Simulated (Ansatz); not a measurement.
## Infrared modes and screening in SnSiO4 (rutile sites, P-42_1m)

Perturbation theory with PBEsol in the plane-wave code Ansatz on the PBEsol cell, ground state and force constants on a 4×4×4 mesh. Note: simulated data, non-magnetic, for a generated structure that need not be the stable one.

It is tetragonal, P-42_1m (No. 113); conventional cell a = 4.472 Å, c = 5.931 Å, 9.89 Å³ an atom. Sn is surrounded by 6 O at 2.02–2.06 Å; O is surrounded by 1 Si at 1.79 Å and 2 Sn at 2.02–2.06 Å; Si is surrounded by 6 O at 1.79–1.88 Å; O is surrounded by 2 Si at 1.80–1.88 Å and 1 Sn at 2.04 Å.

```
CELL_PARAMETERS angstrom
4.47247 0.00000 0.00000
0.00000 4.47247 0.00000
0.00000 0.00000 5.93082
ATOMIC_POSITIONS crystal
Sn 0.00000 0.50000 0.13439
Sn 0.50000 0.00000 0.86561
O 0.68134 0.81866 0.15395
O 0.31866 0.18134 0.15395
O 0.81866 0.31866 0.84605
O 0.18134 0.68134 0.84605
Si 0.00000 0.50000 0.61337
Si 0.50000 0.00000 0.38663
O 0.70357 0.79643 0.59824
O 0.29643 0.20357 0.59824
O 0.79643 0.29643 0.40176
O 0.20357 0.70357 0.40176
```

Optical modes without the longitudinal term:
```
ω (cm⁻¹)  degeneracy  IR intensity, summed over the level ((D/Å)²/amu)
     147           1                                              0.00
     164           2                                              8.32
     193           1                                              0.00
     224           2                                              2.91
     293           1                                              0.00
     308           2                                             62.55
     328           1                                              0.00
     330           2                                             31.85
     413           1                                             21.73
     440           2                                              0.12
     483           2                                              1.04
     484           1                                              0.00
     487           1                                              0.00
     556           1                                             59.84
     563           1                                              0.00
     587           2                                              0.86
     612           2                                              7.94
     622           1                                              0.00
     672           2                                             55.05
     701           1                                             13.45
     710           1                                              0.00
     739           1                                              0.19
     813           1                                              0.00
     841           1                                              0.07
```

The zone-centre optical frequencies run from 147 to 841 cm⁻¹, none imaginary (the rest of the zone wasn't tested). With the long-range field the highest mode reaches 853 cm⁻¹. By the program's warning the force constants, and with them frequencies and ε⁰, aren't converged on this mesh. Of the real levels 14 are infrared active, the strongest at 308 cm⁻¹.

ε∞: 4.01 along x and y, 4.36 along z. With the ions relaxed, ε⁰ is 17.2 along x and y, 10.6 along z. Born charges, averaged over directions: Sn +4.16, O -2.07, Si +4.13 e. The program notes that the ground state's band table doesn't vouch for all the bands that the response reads.

For comparison, on the r2SCAN cell the mean ε∞ is 3.74 with r2SCAN (ground state on 6×6×4; least gap 2.91 eV).

Spin-orbit coupling is left out, which matters wherever the heavy atoms make up the band edges.
